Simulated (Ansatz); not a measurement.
ZrS$_{2}$:
```cif
data_S2Zr
_chemical_formula_sum 'Zr1 S2'
_space_group_name_H-M_alt 'P-3m1'
_space_group_IT_number 164
_space_group_name_Hall '-P 3 2"'
_cell_length_a 3.68035
_cell_length_b 3.68035
_cell_length_c 5.93347
_cell_angle_alpha 90.000
_cell_angle_beta 90.000
_cell_angle_gamma 120.000
loop_
_atom_site_label
_atom_site_type_symbol
_atom_site_symmetry_multiplicity
_atom_site_Wyckoff_symbol
_atom_site_fract_x
_atom_site_fract_y
_atom_site_fract_z
_atom_site_occupancy
Zr1 Zr 1 a 0.00000 0.00000 0.00000 1
S1 S 2 d 0.33333 0.66667 0.24241 1
```

Relaxed at zero pressure with the program Ansatz at the r²SCAN+D4 level (PAW).

Question: The volume is lowered by 3 % and shape and atoms relax at that volume. What pressure results, and how do the axes share the change?

Answer: 0.9 GPa; a -0.4 %, b -0.4 %, c -2.2 %; the energy rises by 2 meV/atom.

Question: Give the new structure.

Answer: 
Space group P-3m1 (No. 164); a = b = 3.665 Å, c = 5.803 Å, α = β = 90.00°, γ = 120.00°

| atom | site | symmetry | x | y | z |
|---|---|---|---|---|---|
| Zr | 1a | -3m. | 0.0000 | 0.0000 | 0.0000 |
| S | 2d | 3m. | 0.3333 | 0.6667 | 0.2483 |

The phase is kept; no other phase was compared at this pressure.

The cell was relaxed with r²SCAN+D4 under the symmetry of its start. The run is not spin-polarised.

Potentials: the later of the program's two PAW sets.
